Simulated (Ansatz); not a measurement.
These are results of Ansatz, DFT PBE, scalar-relativistic, plane waves, PAW, and for the lanthanide a 4f-in-core norm-conserving potential, not measurements. Settings: cutoff 690 eV, Γ-centred meshes spaced at most about 0.3 Å⁻¹, and about 0.25 Å⁻¹ or finer for metals (2π included), Gaussian smearing. No spin polarisation in the final relaxations.

All energies are static (0 K, no zero-point motion).

Two relaxed structures of Ho₃PRu:

A. Space group Pm-3m (No. 221), cubic, a = 5.111 Å. Ho has 2 P at 2.56 Å, 4 Ru at 3.61 Å and 8 Ho at 3.61 Å; around P lie 6 Ho at 2.56 Å; Ru is surrounded by 12 Ho at 3.61 Å.

B. Space group Pm-3m (No. 221), cubic, a = 5.169 Å. Ho has 2 Ru at 2.58 Å, 4 P at 3.65 Å and 8 Ho at 3.65 Å; around P lie 12 Ho at 3.65 Å; around Ru lie 6 Ho at 2.58 Å.

**Question.** Which placement of the atoms is lower in energy, and by how much?

**Answer.** B is lower, by 63 meV/atom. The two share one framework of sites and differ in which element sits where. A has the antiperovskite type, space group Pm-3m (No. 221), 26.7 Å³/atom and no gap on its mesh; B has the antiperovskite type, space group Pm-3m (No. 221), 27.6 Å³/atom and no gap. Counting Ho or Ru atoms around P (for each partner element, those within 1.25 times its shortest distance or 1.15 times the sum of covalent radii, where it is the nearest in units of that sum or under 1.3; the shortest distance is added where it exceeds 1.18 times the sum of covalent radii), A has P 6 and B has P 12 from 3.7 Å. The lower one is the more open, so pressure narrows the difference. Both come from invented guesses.

Cells relaxed within their symmetry can be saddle points.

The lanthanide is trivalent by construction, without f bands, f moments or other valences.
